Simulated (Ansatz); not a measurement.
The cell below belongs to a search over invented structures; it isn't taken from experiment.

Input and command of a plane-wave DFT calculation in Ansatz:

```yaml
crystal:
  lattice:
    - [7.05058229, 0.0, 0.0]
    - [-3.52529114, 6.10598337, 0.0]
    - [0.0, 0.0, 3.92920901]
  atoms:
    - { symbol: Cd, position: [0.66666667, 0.33333333, 0.25] }
    - { symbol: Cd, position: [0.33333333, 0.66666667, 0.75] }
    - { symbol: S, position: [0.29710001, 0.3829, 0.25] }
    - { symbol: S, position: [0.91420001, 0.29710001, 0.75] }
    - { symbol: S, position: [0.6171, 0.91420001, 0.25] }
    - { symbol: S, position: [0.70289999, 0.6171, 0.75] }
    - { symbol: S, position: [0.08579999, 0.70289999, 0.25] }
    - { symbol: S, position: [0.3829, 0.08579999, 0.75] }
basis:
  ecutwfc: 420
kpoints:
  mp_grid: { grid: [3, 3, 4] }
hamiltonian:
  xc: pbe
scf:
  occupations: { method: gaussian, width: 0.1 }
  lower_state_search: "off"
output:
  forces: true
  stress: true
  eigenvalues: true
relax:
  adjacent_minimum: "off"
  f_tol: 0.04
  max_steps: 70
  cell: { stress_tol: 0.4 }
```

```bash
ansatz run input.yaml --threads 1 --pin off --max-ram 2560MiB --backend cpu --events-out ev --progress --plain --runs-dir out
```

Processor: Arm Neoverse N1, 1 thread, on a host shared with other jobs.

**Question.** How long does it run, and how much memory does it take?

**Answer.** About 110 s, peak memory 0.41 GiB. It solves 46 bands at 9 k points (after reduction by symmetry) with about 3065 plane waves (on the last cell), in 69 SCF iterations over 11 ionic steps.
